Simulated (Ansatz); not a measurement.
Here is the system:

TlHg:
```
TlHg
1.0
    3.74825     0.00000     0.00000
    0.00000     3.74825     0.00000
    0.00000     0.00000     3.74825
Tl Hg
1 1
Direct
  0.50000   0.50000   0.50000
  0.00000   0.00000   0.00000
```

This is the PBEsol-relaxed structure.

**Question.** All from PBEsol in the plane-wave PAW code Ansatz, unless another level is named. Predict the formation energy from the elements (no fitted shifts).

**Answer.** -0.015 eV/atom.

**Question.** Next, the density of states at the Fermi level?

**Answer.** 0.55 states/eV per atom (mean over ±0.08 eV).

**Question.** Next, the gap with spin–orbit coupling?

**Answer.** none (metallic).

Space group Pm-3m (CsCl type). The workflow started from an entry of the Crystallography Open Database (COD). Whether it is the stable phase at ambient conditions was not checked. The PBEsol relaxation kept the symmetry of its start. At this level the phase is mechanically unstable. The references are the lowest solids computed at this level, not always the standard phases. Spin–orbit coupling is left out wherever it is not named.

Potentials: the later of the program's two PAW sets.
